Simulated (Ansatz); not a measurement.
Relaxed candidate structures of ZrSi:

A. Fm-3m (No. 225), cF8, rock salt type; a = 5.341 Å, b = 5.341 Å, c = 5.341 Å, α = 90.00°, β = 90.00°, γ = 90.00°; Si 4a (0.000, 0.000, 0.000); Zr 4b (0.500, 0.500, 0.500)

B. Cmcm (No. 63), oS8; a = 3.7299 Å, b = 9.8789 Å, c = 3.7433 Å, α = β = γ = 90.00°; Zr 4c (0.000, 0.355, 0.250); Si 4c (0.000, 0.079, 0.250)

Question: Rank these by energy per atom (lowest first), as PBEsol (plane waves to 420 eV, PAW, scalar-relativistic; Ansatz, a first-principles code) gives it.

Answer: B (reference, the lowest among the structures calculated here), A (+0.28 eV/atom)

Each run could gain symmetry but not lose that of its start, so entries can be saddle points. From databases, or of a type measured for this composition: Cmcm, oS8; the others are generated cells (placed on structure types, drawn at random, substituted or restacked) that were not matched to a known phase here. Static energies at zero pressure. Each cell has its own k-point mesh; energy differences are given only to the digits this allows. No spin polarisation in the result.
